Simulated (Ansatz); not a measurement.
Input, command and steps of an Ansatz relaxation.

```yaml
crystal:
  lattice:
    - [3.8492129395, 0.0, 0.0]
    - [0.0, 3.8492129395, 0.0]
    - [0.0, 0.0, 3.8492129395]
  atoms:
    - { symbol: Os, position: [0.0, 0.5, 0.5] }
    - { symbol: Os, position: [0.5, 0.0, 0.5] }
    - { symbol: Os, position: [0.5, 0.5, 0.0] }
    - { symbol: Au, position: [0.0, 0.0, 0.0] }
basis:
  ecutwfc: 420
kpoints:
  mp_grid: { grid: [4, 4, 4] }
hamiltonian:
  xc: pbe
scf:
  occupations: { method: gaussian, width: 0.1 }
  lower_state_search: "off"
output:
  forces: true
  stress: true
  eigenvalues: true
relax:
  adjacent_minimum: "off"
  f_tol: 0.04
  max_steps: 70
  cell: { stress_tol: 0.4 }
```

```bash
ansatz run input.yaml --threads 1 --pin off --max-ram 2560MiB --backend cpu --events-out ev --progress --plain --runs-dir out
```

Computed with Ansatz 0.2.0, DFT PBE, scalar-relativistic, plane waves, PAW.

Of 5 frames 5 are shown, positions in Å and forces in eV/Å; the SCF threshold varies from step to step. Steps run on the plane waves of an earlier cell, with a Pulay correction in the pressure. The basis is chosen afresh for the last frame, the zero of the energies, and at times for earlier ones too; energy and pressure step there, also at an unchanged geometry. The mark taken_back stands on steps that the optimiser undid.

```xyz
4
Lattice="3.8492 0.0000 0.0000 0.0000 3.8492 0.0000 0.0000 0.0000 3.8492" Properties=species:S:1:pos:R:3:forces:R:3 pbc="T T T" step=1 free_energy_over_end_meV_per_atom=43.24 pressure_GPa=18.95
Os    0.0000    1.9246    1.9246    0.0000    0.0000    0.0000
Os    1.9246    0.0000    1.9246    0.0000    0.0000    0.0000
Os    1.9246    1.9246    0.0000    0.0000    0.0000    0.0000
Au    0.0000    0.0000    0.0000    0.0000    0.0000    0.0000
4
Lattice="4.0377 0.0000 0.0000 0.0000 4.0377 0.0000 0.0000 0.0000 4.0377" Properties=species:S:1:pos:R:3:forces:R:3 pbc="T T T" step=2 free_energy_over_end_meV_per_atom=112.18 pressure_GPa=-22.81 taken_back
Os    0.0000    2.0189    2.0189    0.0000    0.0000    0.0000
Os    2.0189    0.0000    2.0189    0.0000    0.0000    0.0000
Os    2.0189    2.0189    0.0000    0.0000    0.0000    0.0000
Au    0.0000    0.0000    0.0000    0.0000    0.0000    0.0000
4
Lattice="3.9303 0.0000 0.0000 0.0000 3.9303 0.0000 0.0000 0.0000 3.9303" Properties=species:S:1:pos:R:3:forces:R:3 pbc="T T T" step=3 free_energy_over_end_meV_per_atom=1.80 pressure_GPa=-3.01
Os    0.0000    1.9652    1.9652    0.0000    0.0000    0.0000
Os    1.9652    0.0000    1.9652    0.0000    0.0000    0.0000
Os    1.9652    1.9652    0.0000    0.0000    0.0000    0.0000
Au    0.0000    0.0000    0.0000    0.0000    0.0000    0.0000
4
Lattice="3.9177 0.0000 0.0000 0.0000 3.9177 0.0000 0.0000 0.0000 3.9177" Properties=species:S:1:pos:R:3:forces:R:3 pbc="T T T" step=4 free_energy_over_end_meV_per_atom=0.32 pressure_GPa=-0.06
Os    0.0000    1.9589    1.9589    0.0000    0.0000    0.0000
Os    1.9589    0.0000    1.9589    0.0000    0.0000    0.0000
Os    1.9589    1.9589    0.0000    0.0000    0.0000    0.0000
Au    0.0000    0.0000    0.0000    0.0000    0.0000    0.0000
4
Lattice="3.9177 0.0000 0.0000 0.0000 3.9177 0.0000 0.0000 0.0000 3.9177" Properties=species:S:1:pos:R:3:forces:R:3 pbc="T T T" step=5 free_energy_over_end_meV_per_atom=0.00 pressure_GPa=-0.09
Os    0.0000    1.9589    1.9589    0.0000    0.0000    0.0000
Os    1.9589    0.0000    1.9589    0.0000    0.0000    0.0000
Os    1.9589    1.9589    0.0000    0.0000    0.0000    0.0000
Au    0.0000    0.0000    0.0000    0.0000    0.0000    0.0000
```

The start puts this composition into another compound's structure type, which needn't suit it. At the end the space group is Pm-3m (tolerance 0.05 Å).

The run took 4.5 s on 1 thread of Intel(R) Xeon(R) 6975P-C (Granite Rapids), with other jobs on the host, peak memory 0.38 GiB.

The k mesh is coarse. Spin–orbit coupling is left out, which can shift energies with elements as heavy as these.